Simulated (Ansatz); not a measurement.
Computed properties of In3GaAs4 (ordering on zincblende)

All numbers come from Ansatz 0.2.0. Non-magnetic throughout. Whether this structure exists isn't addressed.

In3GaAs4 as one 8-atom ordering (P-43m) on the zincblende lattice, relaxed with r2SCAN. The symmetry is P-43m (No. 215, cubic); a = 5.998 Å in the conventional setting, 26.98 Å³ an atom. Ga is surrounded by 4 As at 2.49 Å; As is surrounded by 1 Ga at 2.49 Å and 3 In at 2.64 Å; In is surrounded by 4 As at 2.64 Å.

Relaxed lattice by functional, symmetry kept:

| functional | k mesh | a (Å) | volume (Å³/atom) |
| --- | --- | --- | --- |
| PBE | 4×4×4 | 6.080 | 28.09 |
| r2SCAN | 4×4×4 | 5.998 | 26.98 |

On this one geometry the levels give:
```json
{"level": "PBE", "k mesh": "4×4×4", "gap (eV)": "0", "kind": "–", "edges": "–", "least direct gap (eV)": "–"}
{"level": "PBE+SOC", "k mesh": "4×4×4", "gap (eV)": "0", "kind": "–", "edges": "–", "least direct gap (eV)": "–"}
{"level": "r2SCAN", "k mesh": "4×4×4", "gap (eV)": "0.21", "kind": "direct", "edges": "Γ", "least direct gap (eV)": "0.21"}
{"level": "HSE06", "k mesh": "4×4×4", "gap (eV)": "0.51", "kind": "direct", "edges": "Γ", "least direct gap (eV)": "0.51"}
```
All runs use a smearing of 0.02 eV.
Wave cutoffs: 420 eV, 500 eV (r2SCAN).

With HSE06 the gap is 0.51 eV and direct, at Γ. PBE+SOC gives a gap of zero: filled and empty bands touch at Γ.

The levels disagree on the kind of gap: direct with r2SCAN, HSE06; zero gap with PBE, PBE+SOC.

Only the levels marked +SOC include spin-orbit coupling.

The meshes of the hybrids are coarse, so their gaps aren't converged to the digits shown.
